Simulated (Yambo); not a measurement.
G0W0@LDA for Ta2O5 (space group P2/m, No. 10) in Yambo. Reference settings: 4×4×2 Γ-centred k mesh, bands 3 to 189 and a 8 Ry block in the screening, 189 bands in G with the Bruneval-Gonze terminator, plasmon pole fitted at 27.2 eV. The LDA gap (-0.5, -0.5, -0.5) → (0, 0, -0.5) on this mesh is 2.13 eV; G0W0 gaps are taken between the same points.

The settings were changed. The gap went from 3.80 eV to 3.85 eV, and the shift of the valence edge from -0.47 eV to -0.41 eV.

What was changed between the two runs?
A. 124 bands in W, 124 bands in G
B. no random integration
C. 124 bands in G, no terminator
D. 76 bands in W, 76 bands in G

A, 124 bands in W, 124 bands in G. The others gave (gap, valence shift): 124 bands in G, no terminator: 3.81, -0.11 eV; no random integration: 3.75, -0.30 eV; 76 bands in W, 76 bands in G: 3.95, -0.29 eV.

Spin-orbit coupling is not included.

Geometry of the Materials Project entry, not relaxed at this level; primitive cell a = 3.8414 Å, b = 3.8627 Å, c = 6.7776 Å, α = γ = 90.00°, β = 105.57°.

The structure is a Materials Project entry; no match was found in the copy of COD used, and its stability was not checked.

A shift is the quasiparticle energy of the state minus its LDA energy.
